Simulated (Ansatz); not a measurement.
## Structure relaxation, Ru

The start is a relaxed Ru cell displaced along its unstable phonon at q = (½, 0, 0) of its primitive reciprocal cell (266i cm⁻¹), largest move 0.15 Å. A full variable-cell relaxation at zero pressure is run with PBEsol (plane waves to 420 eV, PAW, scalar-relativistic; Ansatz, an electronic-structure program). The first steps use a coarse 15×15×15 k-mesh.

Starting cell:
```
Ru
1.0
   -3.01829     3.01829     3.01829
    1.50914    -1.50914     1.50914
    1.50914     1.50914    -1.50914
Ru
2
Cartesian
  0.00000   0.10607  -0.10607
 -1.50914   1.40308   1.61521
```

Task: What pressure does the first self-consistent step give?

Result: -2.9 GPa (negative: the cell is under tension).

Task: How does the volume change?

Result: -3.1 %, from 13.75 to 13.32 Å³/atom.

Task: How do the shortest distances between atoms change?

Result: The closest pairs of elements (up to four, under 3.6 Å), start → end: Ru–Ru 2.61 → 2.63 Å.

Task: What band gap does the relaxed structure have at this level?

Result: No gap (metallic).

Task: What does it relax into? Give the structure.

Result: 
```cif
data_Ru2
_chemical_formula_sum 'Ru2'
_space_group_name_H-M_alt 'P63/mmc'
_space_group_IT_number 194
_space_group_name_Hall '-P 6c 2c'
_cell_length_a 2.69188
_cell_length_b 2.69188
_cell_length_c 4.24566
_cell_angle_alpha 90.000
_cell_angle_beta 90.000
_cell_angle_gamma 120.000
loop_
_atom_site_label
_atom_site_type_symbol
_atom_site_symmetry_multiplicity
_atom_site_Wyckoff_symbol
_atom_site_fract_x
_atom_site_fract_y
_atom_site_fract_z
_atom_site_occupancy
Ru1 Ru 2 c 0.33333 0.66667 0.25000 1
```

Final values are on a 20×20×11 k-mesh of the relaxed cell. No spin polarisation in the result.

The run could not lose the symmetry of its start.

Of the parent cell (Im-3m (No. 229)): it is a generated cell of Ru: the first start was made by placing the elements on the sites of a structure type, and the end was not matched to a known phase here, so it may be hypothetical. Known forms of Ru include space group No. 194.
